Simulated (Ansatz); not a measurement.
## WSe2: excitons and shallow donors from band masses and screening

Method: DFT PBEsol+D3(BJ), scalar-relativistic, plane waves, PAW in Ansatz 0.2.0.

Cutoff 420 eV; k points 12×12×2 on the computed 6-atom cell (Γ-centred); Gaussian smearing, width 0.02 eV; no spin polarisation.

Relaxed cell: P6_3/mmc, a = 3.230 Å, b = 3.230 Å, c = 12.415 Å, α = 90.00°, β = 90.00°, γ = 120.00°, 6 atoms in the primitive cell.

The calculation gives a Kohn–Sham gap of 0.67 eV, an electron mass of 0.387 mₑ and a hole mass of 0.753 mₑ (harmonic means over x, y, z and over the bands degenerate at each edge), and ε∞ = 15.46 (independent particles, mean of the diagonal). Masses and screening differ among the axes, which the isotropic model averages.

**Question.** Estimate the binding energy and radius of a Wannier–Mott exciton and of a shallow donor, and say whether the hydrogenic model can hold.

**Answer.** The reduced mass is μ = mₙmₕ/(mₙ + mₕ) = 0.256 mₑ, with mₙ and mₕ the band masses. With E_b = 13.606 eV × μ/ε² and a = 0.529 Å × ε/μ (μ in mₑ) the exciton has E_b = 14.5 meV and a = 32 Å. For a donor μ is the electron mass: 22 meV and 21 Å. The exciton's radius is 10 times the shortest lattice vector (3.23 Å), so the continuum picture is reasonable. In a polar crystal the ions screen too, so a state bound more weakly than an optical phonon feels the larger static constant, which lowers the energy and widens the orbit. The other way, the small Kohn–Sham gap and the missing local fields make ε∞ too large and the masses tend to be too light, which underbinds. The edges lie at different points of the zone, so the exciton is indirect.

Spin-orbit coupling is left out, which matters for the bands of heavy elements.

Cost: 4 runs of about 8.5 core-minutes in all, on Intel Xeon Platinum 8259CL (Skylake/Cascade Lake) (shared hosts).